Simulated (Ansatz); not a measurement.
A: ZnS (zinc blende), a = b = c = 5.357 Å, α = β = γ = 90.00°
B: AlNi (CsCl type), a = b = c = 2.8622 Å, α = β = γ = 90.00°
C: KTaO$_{3}$ (cubic perovskite), a = b = c = 3.9853 Å, α = β = γ = 90.00°
D: Mg2Sn (antifluorite type, space group Fm-3m), a = 6.7460 Å, b = 6.7460 Å, c = 6.7460 Å, α = 90.00°, β = 90.00°, γ = 90.00°

Scan: energy against volume (even scaling of the relaxed cell, symmetry kept). All come from one method, each on a k mesh of its own. AlNi is run without spin polarisation. All were relaxed with their symmetry unable to fall. At this level the bands of Mg2Sn touch or barely overlap; measurements give the solid a gap. KTaO3 is run without spin polarisation. Spin-orbit coupling is left out.

Problem. Put the candidates in order of bulk modulus (fitted), highest first, for PBEsol (plane waves to 420 eV, PAW, scalar-relativistic; Ansatz, a quantum-chemistry and plane-wave program).

Solution. C (203 GPa), B (173 GPa), A (78.9 GPa), D (43.5 GPa)

(Under strain, the slope of the energy per volume gives the stress and its curvature an elastic modulus.)
